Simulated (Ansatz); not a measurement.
SnO:
```cif
data_O2Sn2
_chemical_formula_sum 'Sn2 O2'
_space_group_name_H-M_alt 'P 1'
_space_group_IT_number 1
_cell_length_a 3.29959
_cell_length_b 5.73577
_cell_length_c 4.14973
_cell_angle_alpha 90.000
_cell_angle_beta 90.000
_cell_angle_gamma 90.000
loop_
_space_group_symop_operation_xyz
  'x, y, z'
loop_
_atom_site_label
_atom_site_type_symbol
_atom_site_fract_x
_atom_site_fract_y
_atom_site_fract_z
_atom_site_occupancy
Sn1 Sn 0.00000 0.22785 0.50999 1
Sn2 Sn 0.50000 0.77215 0.00999 1
O1 O 0.00000 0.89907 0.74001 1
O2 O 0.50000 0.10093 0.24001 1
```

Relaxed with r²SCAN+D4.

Question: Tabulate the valence density and the electron localisation function along the shortest Sn–Sn contact (3.30 Å), DFT-r²SCAN+D4 in the program Ansatz with PAW potentials.

Answer: 

```tsv
distance from Sn (Å)	density (e/Å³)	ELF
0.33	9.90	0.01
0.49	5.38	0.07
0.66	2.48	0.20
0.82	1.07	0.29
0.99	0.50	0.26
1.15	0.29	0.19
1.32	0.20	0.16
1.48	0.17	0.14
1.65	0.16	0.14
1.81	0.17	0.14
1.98	0.20	0.16
2.14	0.29	0.19
2.31	0.50	0.26
2.47	1.07	0.29
2.64	2.48	0.20
2.80	5.38	0.07
2.97	9.90	0.01
```

The density is the valence pseudo-density with augmentation charge, so density and ELF within about 1 Å of a nucleus are not all-electron values.

Space group Pmn2_1. The first step of the workflow began from a Materials Project structure, measured or hypothetical; the Crystallography Open Database copy checked does not list it. It is not the phase usual at ambient conditions (space group No. 129). Symmetry was held in the r²SCAN+D4 relaxation; its stability against distortions is not shown here. Scalar-relativistic: spin–orbit coupling is off unless named, which matters more the heavier the elements.

Potentials: the later of the program's two PAW sets.
